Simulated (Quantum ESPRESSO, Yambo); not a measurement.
## Levels of theory for the gap of TiCdO3

TiCdO3 (space group R-3, No. 148): one geometry, one set of PBEsol (Quantum ESPRESSO, PseudoDojo norm-conserving, 102 Ry, without SOC) orbitals, self-energies from Yambo (2×2×2 Γ-centred k mesh, bands 11 to 200 and a 7 Ry block in the screening, 200 bands in G with the Bruneval-Gonze terminator, plasmon pole fitted at 27.2 eV).

The geometry is that of Materials Project entry mp-13641, symmetrised and not relaxed again.

| level | gap F → Γ (eV) | direct gap at Γ (eV) | rough Yambo cost |
|---|---|---|---|
| PBEsol (Quantum ESPRESSO) | 3.06 | 3.07 | – |
| exchange only (Hartree-Fock self-energy on PBEsol orbitals) | 13.68 | 13.73 | about 1/6 (8 states) |
| static COHSEX@PBEsol | 5.04 | 5.06 | within a factor of two (3 states) |
| G0W0@PBEsol, plasmon pole | 4.48 | 4.51 | 1 (8 states) |

Bare exchange has no screening and gives the widest gap; static COHSEX screens it but leaves out the frequency dependence, which G0W0 restores. The mesh misses a band edge: along a dense path the PBEsol gap is 2.98 eV against 3.06 eV on the mesh. All rows use the PBEsol edge points; in the exchange only run other k points give a smaller gap, 13.57 eV.

Costs are rough ratios of core time on shared machines.

Nearest settings tried, and what they do to the gap: 95 bands in G: +6 meV; 2 Ry block (47 vectors against 271): +378 meV. Not varied: bands in W, mesh. So the settings aren't converged at that level. The k mesh is coarse.

Spin-orbit splittings are left out.
